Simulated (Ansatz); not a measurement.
Theory: DFT PBE, scalar-relativistic, plane waves, PAW in Ansatz. Settings: cutoff 420 eV, Γ-centred meshes spaced at most about 0.3 Å⁻¹, and about 0.25 Å⁻¹ or finer for metals (2π included), Gaussian smearing. No spin polarisation in the final relaxations.

These are static total energies at zero pressure.

Two forms of InSbTe₃ were relaxed alike.

A. Space group Pm-3m (No. 221), cubic, a = 5.815 Å. In has 12 Te at 4.11 Å (long against covalent radii, as for large ions); around Sb lie 6 Te at 2.91 Å; Te has 2 Sb at 2.91 Å, 4 In at 4.11 Å and 8 Te at 4.11 Å.

B. Space group P6/mmm (No. 191), hexagonal, a = 6.437 Å, c = 5.644 Å. Around In lie 2 Sb at 2.82 Å and 6 Te at 3.22 Å; around Sb lie 2 In at 2.82 Å; Te is surrounded by 2 In at 3.22 Å and 4 Te at 3.22 Å.

Task: Which would you expect to be lower, and how large is the difference?

Result: A is lower, by 223 meV/atom. A has the cubic perovskite type, space group Pm-3m (No. 221), 39.3 Å³/atom and no gap on its mesh; B has space group P6/mmm (No. 191), 40.5 Å³/atom and no gap. The shortest distance is 2.91 Å (Sb–Te) in A and 2.82 Å (In–Sb) in B. Even the lower one lies +0.28 eV/atom against the reference forms of the elements (uncorrected), so neither is stable at this level. Both come from invented guesses. A third cell relaxed alike, in P3m1, lies 0.47 eV/atom below the lower of the two.

These runs have no spin–orbit coupling, which can matter for Sb and Te. A magnetic state wasn't ruled out in cells without spin, among them Pm-3m, P6/mmm. Cells relaxed within their symmetry can be saddle points.
